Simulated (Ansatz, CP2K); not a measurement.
This is a calculation of NbSi for Ansatz 0.2.0. Atoms were shifted at random by some hundredths of an Å from the given cell, which wasn't relaxed again for these runs. The cell comes from a database or a generator and needn't be the stable form of this composition.

The input input.yaml:

```yaml
crystal:
  lattice:
    - [3.15644, 0.0, 0.0]
    - [0.0, 3.15644, 0.0]
    - [0.0, 0.0, 3.15644]
  atoms:
    - { symbol: Nb, position: [-0.008122, -0.004109, -0.015838] }
    - { symbol: Si, position: [0.492871, 0.513236, 0.487119] }
kpoints:
  mp_grid: { grid: [8, 8, 8] }
scf:
  occupations: { method: fermi_dirac, width: 0.05 }
hamiltonian:
  xc: pbe
  pseudopotentials: { kind: all_electron, lapw: { basis_error: 0.001 } }
output:
  forces: true
  stress: true
  eigenvalues: true
  populations: true
```

Potentials or basis: all-electron LAPW, scalar-relativistic.

Command:

```console
$ ansatz run input.yaml --threads 1 --pin off --max-ram 3072MiB --backend cpu --events-out ev --progress --plain --runs-dir out
```

Task: What does the same run look like in CP2K 2026.2? Potentials or basis there: POTENTIAL_UZH Nb GTH-PBE-q13, Si GTH-PBE-q4; TZVP-MOLOPT-PBE-GTH basis.

Result: As run (cutoffs and basis follow the program's own potentials, and thresholds, step limits or extra output files can differ):

Contents of nbsi_scf.inp:

```
&GLOBAL
  PROJECT nbsi_scf
  RUN_TYPE ENERGY_FORCE
  PRINT_LEVEL LOW
&END GLOBAL
&FORCE_EVAL
  METHOD QS
  STRESS_TENSOR ANALYTICAL
  &DFT
    BASIS_SET_FILE_NAME BASIS_MOLOPT_UZH
    POTENTIAL_FILE_NAME POTENTIAL_UZH
    &MGRID
      CUTOFF 450
      REL_CUTOFF 60
      NGRIDS 4
    &END MGRID
    &QS
      METHOD GPW
      EPS_DEFAULT 1.0E-10
    &END QS
    &KPOINTS
      SCHEME MONKHORST-PACK 8 8 8
      GAMMA_CENTERED T
      SYMMETRY T
      SYMMETRY_BACKEND SPGLIB
    &END KPOINTS
    &SCF
      SCF_GUESS ATOMIC
      EPS_SCF 1.0E-6
      MAX_SCF 100
      ADDED_MOS 13
      CHOLESKY OFF
      EPS_EIGVAL 1.0E-7
      &DIAGONALIZATION ON
        ALGORITHM STANDARD
      &END DIAGONALIZATION
      &MIXING ON
        METHOD BROYDEN_MIXING
        ALPHA 0.4
        BETA 1.5
        NBUFFER 8
      &END MIXING
      &SMEAR ON
        METHOD FERMI_DIRAC
        ELECTRONIC_TEMPERATURE [K] 580.226
      &END SMEAR
    &END SCF
    &XC
      &XC_FUNCTIONAL
        &GGA_X_PBE
        &END GGA_X_PBE
        &GGA_C_PBE
        &END GGA_C_PBE
      &END XC_FUNCTIONAL
    &END XC
    &PRINT
      &KPOINTS ON
      &END KPOINTS
      &MULLIKEN ON
      &END MULLIKEN
      &MO ON
        ENERGIES T
        OCCUPATION_NUMBERS T
        &EACH
          QS_SCF 0
        &END EACH
        ADD_LAST NUMERIC
      &END MO
      &LOWDIN ON
      &END LOWDIN
      &HIRSHFELD ON
        SHAPE_FUNCTION DENSITY
      &END HIRSHFELD
      &E_DENSITY_CUBE ON
        STRIDE 1
      &END E_DENSITY_CUBE
      &V_HARTREE_CUBE ON
        STRIDE 1
      &END V_HARTREE_CUBE
      &ELF_CUBE ON
        STRIDE 1
      &END ELF_CUBE
    &END PRINT
  &END DFT
  &SUBSYS
    &CELL
      ABC 3.1564400000 3.1564400000 3.1564400000
      ALPHA_BETA_GAMMA 90.0000000000 90.0000000000 90.0000000000
      PERIODIC XYZ
    &END CELL
    &COORD
      SCALED
      Nb  -0.0081220000 -0.0041090000 -0.0158380000
      Si  0.4928710000 0.5132360000 0.4871190000
    &END COORD
    &KIND Nb
      BASIS_SET TZVP-MOLOPT-PBE-GTH-q13
      POTENTIAL GTH-PBE-q13
    &END KIND
    &KIND Si
      BASIS_SET TZVP-MOLOPT-PBE-GTH-q4
      POTENTIAL GTH-PBE-q4
    &END KIND
    &PRINT
      &ATOMIC_COORDINATES ON
      &END ATOMIC_COORDINATES
      &CELL ON
      &END CELL
    &END PRINT
  &END SUBSYS
  &PRINT
    &FORCES ON
    &END FORCES
    &STRESS_TENSOR ON
    &END STRESS_TENSOR
  &END PRINT
&END FORCE_EVAL
```

Potentials or basis: POTENTIAL_UZH Nb GTH-PBE-q13, Si GTH-PBE-q4; TZVP-MOLOPT-PBE-GTH basis.

Run with:

```sh
$ OMP_NUM_THREADS=1 cp2k.psmp -i nbsi_scf.inp -o nbsi_scf.out
```

Both were run:

|  | Ansatz | CP2K |
| --- | --- | --- |
| Pressure | 0.1 GPa | 0.7 GPa |
| Largest force | 0.295 eV/Å | 0.301 eV/Å |

Where Ansatz's input types no cutoff or centring, it takes its own default and a Γ-centred mesh.

Pressure is positive in compression.
